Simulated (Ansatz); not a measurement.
Fe:
```xyz
1
Lattice="-1.3757 1.3757 1.3757 1.3757 -1.3757 1.3757 1.3757 1.3757 -1.3757" Properties=species:S:1:pos:R:3 pbc="T T T"
Fe     0.0000     0.0000     0.0000
```
Starting moments (μB, in the order of the atoms Fe): 2.1.

Relaxed with LDA. Special points in fractions of this cell's reciprocal vectors: Γ (0.000, 0.000, 0.000); H (0.500, -0.500, 0.500); N (0.000, 0.000, 0.500); P (0.250, 0.250, 0.250).

**Question.** List the band energies nearest the Fermi level at these points for LDA in the plane-wave PAW code Ansatz.

**Answer.** In eV from the Fermi level; about four levels below and three above (degenerate sets whole), none deeper than 8.9 eV; … stands for higher levels left out; points with the same levels are listed once.

| k | below | above |
|---|---|---|
| Γ ↑ | -2.56 -2.56 -2.56 | … |
| H ↑ | -5.44 -5.44 | 0.27 0.27 0.27 |
| N ↑ | -5.55 -3.83 -0.97 -0.77 | 0.27 … |
| P ↑ | -3.66 -3.66 -3.66 -0.72 -0.72 | … |
| Γ ↓ | -8.83 -0.85 -0.85 -0.85 | … |
| H ↓ | -3.92 -3.92 | 2.23 2.23 2.23 |
| N ↓ | -4.36 -2.29 | 0.66 1.15 1.53 |
| P ↓ | -2.35 -2.35 -2.35 | 1.59 1.59 … |

Space group Im-3m (bcc (W type)). Symmetry was held in the LDA relaxation. The final state is ferromagnetic, chosen from 3 collinear starts compared on coarse meshes (ties went to the first, and starts can fall back to one state), not a proven ground state. Textbook magnetic order: ferromagnetic.

Potentials: the later of the program's two PAW sets.
